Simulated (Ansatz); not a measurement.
NaI:
Space group Fm-3m (No. 225); a = 6.461 Å, b = 6.461 Å, c = 6.461 Å, α = 90.00°, β = 90.00°, γ = 90.00°

```tsv
atom	site	symmetry	x	y	z
Na	4a	m-3m	0.0000	0.0000	0.0000
I	4b	m-3m	0.5000	0.5000	0.5000
```
(The calculation used a cell of 2 atoms; values per cell refer to that cell.)

Relaxed with r²SCAN. Independent-particle spectrum: no excitons, no local fields, no scissors shift; 0.1 eV broadening; ε₁ of the summed bands alone.

Problem. Tabulate the dielectric function from DFT-r²SCAN in the program Ansatz with PAW potentials.

Solution. 

```csv
E (eV),ε₁ xx,ε₂ xx
0.0,3.36,0.00
0.5,3.37,0.00
1.0,3.40,0.00
1.5,3.46,0.00
2.0,3.54,0.00
2.5,3.66,0.00
3.0,3.82,0.00
3.5,4.05,0.00
4.0,4.41,0.00
4.5,5.13,0.18
5.0,5.54,0.64
5.5,6.39,1.00
6.0,9.13,3.33
6.5,7.04,7.21
7.0,1.59,7.32
7.5,1.72,4.46
8.0,2.39,6.59
8.5,-0.24,5.73
9.0,-1.69,4.78
9.5,-1.96,3.42
10.0,-1.71,2.71
10.5,-1.48,2.01
11.0,-1.31,1.51
11.5,-0.95,0.94
12.0,-0.63,0.76
```

Problem. From ε at 6.4 eV (xx: 7.39 + 6.33i), find n, k, the normal reflectivity and the absorption coefficient.

Solution. n = 2.93, k = 1.081, R = 29 %, α = 2kE/ħc = 700000 cm⁻¹.

With all bands, ε∞ without local fields is 3.43. DFPT, with local fields, gives 3.16.

The cell was relaxed with r²SCAN under the symmetry of its start; phonons on a q-mesh show no instability. Spin–orbit coupling is left out wherever it is not named.

Potentials: the later of the program's two PAW sets.
